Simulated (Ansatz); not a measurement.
MgAl₂Ge₂ in space group P-3m1 (No. 164; Mg on 1a, Al on 2d, Ge on 2d), r²SCAN (plane waves, PAW; program Ansatz), all energies at zero smearing, with the estimated change up to a 700 eV cutoff added, with one set of potentials and settings (totals compare only within such a set). Cell of 5 atoms (1 Mg, 2 Al, 2 Ge): -11613.710 eV.

```
element                reference phase  E (eV/atom)
-------  -----------------------------  -----------
Mg       P6_3/mmc, 2 atoms in the cell   -1926.4080
Al          Fm-3m, 1 atoms in the cell    -540.4106
Ge          Fd-3m, 2 atoms in the cell   -4302.9121
```

Formation energy per atom, worked out: (-11613.710 − 1×(-1926.4080) − 2×(-540.4106) − 2×(-4302.9121))/5 = -0.131 eV/atom (-13 kJ per mol of atoms), at 0 K, without zero-point energy or fitted corrections.

The first step of the workflow began from a Materials Project structure, measured or hypothetical; the Crystallography Open Database copy checked does not list it. Whether it is the stable phase at ambient conditions was not checked. The r²SCAN relaxation kept the symmetry of its start; whether a distortion lowers the energy is not shown. The references are the lowest solids computed at this level, not always the standard phases.

Potentials: the earlier of the program's two PAW sets.
